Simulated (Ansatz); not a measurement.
The relaxed structure here is a generated cell of ZrSe2: the first start was made by placing the elements on the sites of a structure type, and the end was not matched to a known phase here, so it may be hypothetical. Known forms of ZrSe2 include space group No. 164.

The end point of a relaxation of ZrSe2. Space group P6₂22 (No. 180), AFLOW prototype A2B_hP9_180_j_c (C8, as in SiO2). All values below come from PBE (plane waves to 420 eV, PAW, scalar-relativistic; Ansatz, a program for electronic structure).

```cif
data_Se6Zr3
_chemical_formula_sum 'Zr3 Se6'
_space_group_name_H-M_alt 'P6222'
_space_group_IT_number 180
_space_group_name_Hall 'P 62 2 (0 0 4)'
_cell_length_a 7.80196
_cell_length_b 7.80196
_cell_length_c 8.63231
_cell_angle_alpha 90.000
_cell_angle_beta 90.000
_cell_angle_gamma 120.000
loop_
_atom_site_label
_atom_site_type_symbol
_atom_site_symmetry_multiplicity
_atom_site_Wyckoff_symbol
_atom_site_fract_x
_atom_site_fract_y
_atom_site_fract_z
_atom_site_occupancy
Zr1 Zr 3 d 0.50000 0.00000 0.50000 1
Se1 Se 6 i 0.19837 0.39674 0.00000 1
```

Q: What is the computed band gap (PBE)?

A: 1.58 eV, indirect (valence top at A, conduction bottom at Γ) (no spin-orbit coupling).

Q: Give the smallest direct gap at the level PBE.

A: 1.69 eV at A.

No spin polarisation in the result.

The run could not lose the symmetry of its start: the end is stationary, and may be a saddle point rather than a minimum.
